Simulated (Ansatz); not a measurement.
MoS2 with phosphorus replacing S: gradients before and after relaxing the atoms

Start: a supercell of MoS2 (space group P6_3/mmc) built from a structure deposited in the COD, with all atoms left at the host's positions.

```cif
data_Mo18PS35
_symmetry_space_group_name_H-M 'P3m1'
_symmetry_Int_Tables_number 156
_cell_length_a 9.5070
_cell_length_b 9.5070
_cell_length_c 12.3240
_cell_angle_alpha 90.000
_cell_angle_beta 90.000
_cell_angle_gamma 120.000
loop_
_atom_site_label
_atom_site_type_symbol
_atom_site_symmetry_multiplicity
_atom_site_Wyckoff_symbol
_atom_site_fract_x
_atom_site_fract_y
_atom_site_fract_z
Mo1 Mo 1 a 0.0000 0.0000 0.2500
Mo2 Mo 6 e 0.0000 0.3333 0.2500
Mo6 Mo 1 b 0.3333 0.6667 0.2500
Mo8 Mo 1 c 0.6667 0.3333 0.2500
Mo10 Mo 3 d 0.1111 0.8889 0.7500
Mo12 Mo 3 d 0.1111 0.5556 0.7500
Mo14 Mo 3 d 0.4444 0.2222 0.7500
P P 1 a 0.0000 0.0000 0.6230
S20 S 6 e 0.0000 0.3333 0.6230
S24 S 1 b 0.3333 0.6667 0.6230
S26 S 1 c 0.6667 0.3333 0.6230
S28 S 3 d 0.1111 0.8889 0.1230
S30 S 3 d 0.1111 0.5556 0.1230
S32 S 3 d 0.4444 0.2222 0.1230
S37 S 1 a 0.0000 0.0000 0.8770
S38 S 6 e 0.0000 0.3333 0.8770
S42 S 1 b 0.3333 0.6667 0.8770
S44 S 1 c 0.6667 0.3333 0.8770
S46 S 3 d 0.1111 0.8889 0.3770
S48 S 3 d 0.1111 0.5556 0.3770
S50 S 3 d 0.4444 0.2222 0.3770
```

One atom of each set is listed.

Method: Kohn–Sham DFT in Ansatz, PBE, plane waves and PAW, scalar-relativistic, 420 eV cutoff, Γ-centred 3×3×2 k-points, Fermi–Dirac smearing 0.01 eV, cell charge -1.

The largest force at the start is 0.88 eV/Å. Relaxing the ions at fixed cell moves them by 0.058 Å at most (atom 19, P) and 0.010 Å rms.

```tsv
site	moved (Å)	first shell before	first shell after	V_zz before (10²¹ V/m²)	η before
Mo10	0.008	5 S at 2.41 Å, 1 P at 2.41 Å	5 S at 2.40–2.41 Å, 1 P at 2.45 Å	-9.11	0.10
Mo12	0.005	6 S at 2.41 Å	6 S at 2.40–2.41 Å	-7.19	0.21
Mo14	0.006	6 S at 2.41 Å	6 S at 2.40–2.41 Å	-7.06	0.13
P	0.058	3 Mo at 2.41 Å	3 Mo at 2.45 Å	-6.31	0.00
S20	0.010	3 Mo at 2.41 Å	3 Mo at 2.40–2.41 Å	-5.24	0.12
S24	0.011	3 Mo at 2.41 Å	3 Mo at 2.40 Å	-4.97	0.00
S37	0.004	3 Mo at 2.41 Å	3 Mo at 2.40 Å	-5.09	0.00
S38	0.011	3 Mo at 2.41 Å	3 Mo at 2.40–2.41 Å	-4.88	0.22
S42	0.006	3 Mo at 2.41 Å	3 Mo at 2.40 Å	-5.07	0.00
S46	0.004	3 Mo at 2.41 Å	3 Mo at 2.41 Å	-5.17	0.01
```

Problem. How do the gradients change?

Solution. 

```tsv
site	V_zz after	η after	change of V_zz
Mo10	-8.63	0.07	+0.48
Mo12	-7.30	0.16	-0.11
Mo14	-7.16	0.13	-0.10
P	-6.15	0.00	+0.16
S20	-5.31	0.13	-0.07
S24	-5.08	0.00	-0.11
S37	-5.12	0.00	-0.03
S38	-4.98	0.22	-0.10
S42	-5.30	0.00	-0.23
S46	-5.11	0.01	+0.06
```

The largest change of V_zz is on Mo10, from -9.11 to -8.63. In per cent, |V_zz| changes by -5 to +2 on Mo, -3 on P, -1 to +5 on S (all sites that start above 0.5). The table leaves out 11 of the 21 sites, with |V_zz| up to 7.85; their tensors move by 0.10 at most along any direction. The statements above cover all sites.

The defect repeats with the cell of 54 atoms, so it feels its images: sites between two images don't show the values beside a lone defect, and zeros or small values of η there can come from the images' arrangement. Mo and S carry a gradient in the pure host already, so the values there aren't the defect's effect alone. A uniform background compensates the cell's charge. Without spin–orbit coupling (the program notes it for Mo) the gradients can shift somewhat, as the gap is small.
Before: The neighbours have not yet relaxed around the defect (largest force 0.88 eV/Å), so a real crystal will differ.
After: The relaxation keeps the site symmetry 3m of the start, so the impurity can move only along its axis; a start off the site could end lower.
